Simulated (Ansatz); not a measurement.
## PbCClO₂: the gap from level to level

A database entry relaxed whole under r2SCAN at zero pressure (C2/m, No. 12):

```yaml
crystal:
  lattice:
    - [2.96647, -2.95167, -0.01083]
    - [2.96647, 2.95167, -0.01083]
    - [-0.89215, 0.00000, 9.42906]
  atoms:
    - { symbol: Pb, position: [0.76735, 0.76735, 0.22422] }
    - { symbol: Pb, position: [0.23265, 0.23265, 0.77578] }
    - { symbol: C, position: [0.36859, 0.63141, 0.50000] }
    - { symbol: C, position: [0.63141, 0.36859, 0.50000] }
    - { symbol: Cl, position: [0.27186, 0.27186, 0.11640] }
    - { symbol: Cl, position: [0.72814, 0.72814, 0.88360] }
    - { symbol: O, position: [0.32805, 0.78642, 0.39138] }
    - { symbol: O, position: [0.21358, 0.67195, 0.60862] }
    - { symbol: O, position: [0.67195, 0.21358, 0.60862] }
    - { symbol: O, position: [0.78642, 0.32805, 0.39138] }
```

Its volume is 16.51 Å³ an atom, +0.9 % against the entry's 16.36, a cell as deposited in COD (2003).

Single points on this cell with plane-wave PAW DFT (Ansatz 0.2.0; r2SCAN 500 eV, hybrids 420 eV; fermi-dirac occupations of width 0.020 eV; no moments): r2SCAN on a 6×6×4 Γ-centred mesh; r2SCAN with spin-orbit coupling on a 2×2×2 Γ-centred mesh; HSE06 on a 4×4×2 Γ-centred mesh; PBE0 on a 4×4×2 Γ-centred mesh.

**Question.** What does each level give for gap and charges?

**Answer.** The runs give:

```json
{"level": "r2SCAN", "gap (eV), or kind": "3.30", "pressure (GPa)": "0.0", "Bader charge of Pb (e)": "+1.47", "Bader charge of C (e)": "+1.74", "Bader charge of Cl (e)": "-0.71", "Bader charge of O (e)": "-1.25"}
{"level": "r2SCAN with spin-orbit coupling", "gap (eV), or kind": "3.20", "pressure (GPa)": "0.2", "Bader charge of Pb (e)": "+1.45", "Bader charge of C (e)": "+1.74", "Bader charge of Cl (e)": "-0.70", "Bader charge of O (e)": "-1.25"}
{"level": "HSE06", "gap (eV), or kind": "4.38", "pressure (GPa)": "-0.2", "Bader charge of Pb (e)": "+1.50", "Bader charge of C (e)": "+1.76", "Bader charge of Cl (e)": "-0.72", "Bader charge of O (e)": "-1.27"}
{"level": "PBE0", "gap (eV), or kind": "5.13", "pressure (GPa)": "-0.3", "Bader charge of Pb (e)": "+1.50", "Bader charge of C (e)": "+1.76", "Bader charge of Cl (e)": "-0.72", "Bader charge of O (e)": "-1.27"}
```

Under r2SCAN the gap is 3.30 eV, over mesh and band path. HSE06 moves it by +1.08 eV and PBE0 by +1.83 eV; PBE0 keeps its exact exchange at long range, which widens the gap over HSE06's by 0.75 eV on their common mesh. Spin-orbit coupling moves the r2SCAN gap by -0.10 eV.

Caveats: the relaxation kept the start's symmetry; HSE06 is read on its mesh and at the zone's corners, PBE0 on its mesh alone; hybrid pressures are good to a few tenths of a GPa; pressure is positive in compression.
